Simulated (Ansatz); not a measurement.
Ge₂Sb₂Te₅:
```cif
data_Ge2Sb2Te5
_chemical_formula_sum 'Te5 Sb2 Ge2'
_space_group_name_H-M_alt 'P3m1'
_space_group_IT_number 156
_space_group_name_Hall 'P 3 -2"'
_cell_length_a 4.23068
_cell_length_b 4.23068
_cell_length_c 17.78396
_cell_angle_alpha 90.000
_cell_angle_beta 90.000
_cell_angle_gamma 120.000
loop_
_atom_site_label
_atom_site_type_symbol
_atom_site_symmetry_multiplicity
_atom_site_Wyckoff_symbol
_atom_site_fract_x
_atom_site_fract_y
_atom_site_fract_z
_atom_site_occupancy
Te1 Te 1 a 0.00000 0.00000 0.99558 1
Sb1 Sb 1 b 0.33333 0.66667 0.09379 1
Te2 Te 1 c 0.66667 0.33333 0.20441 1
Sb2 Sb 1 a 0.00000 0.00000 0.31967 1
Te3 Te 1 b 0.33333 0.66667 0.41560 1
Te4 Te 1 c 0.66667 0.33333 0.58599 1
Ge1 Ge 1 a 0.00000 0.00000 0.66418 1
Te5 Te 1 b 0.33333 0.66667 0.79125 1
Ge2 Ge 1 c 0.66667 0.33333 0.87071 1
```

Relaxed with r²SCAN+D4. Plane-wave PAW r²SCAN+D4 (Ansatz code) gives a gap of 0.25 eV.

What gap does HSE06 give on the same cell (Ansatz, PAW)?

0.37 eV, 0.12 eV more. The hybrid was solved on a coarser mesh and at special points; the gap given is the minimum over both.

Cost on shared cores: the r²SCAN+D4 run (SCF on a 8×8×2 mesh, then bands and DOS) roughly 15 core-minutes, the HSE06 run (SCF on 5×5×1, then a few points) very roughly 5 core-minutes; the tasks are unlike.

The start of the workflow was typed in or built on a structure type; neither database checked (COD, Materials Project) lists it. It is not the phase usual at ambient conditions (space group No. 164). The cell was relaxed with r²SCAN+D4 under the symmetry of its start; its stability against distortions is not shown here. Spin–orbit coupling is left out wherever it is not named.

Potentials: the later of the program's two PAW sets.
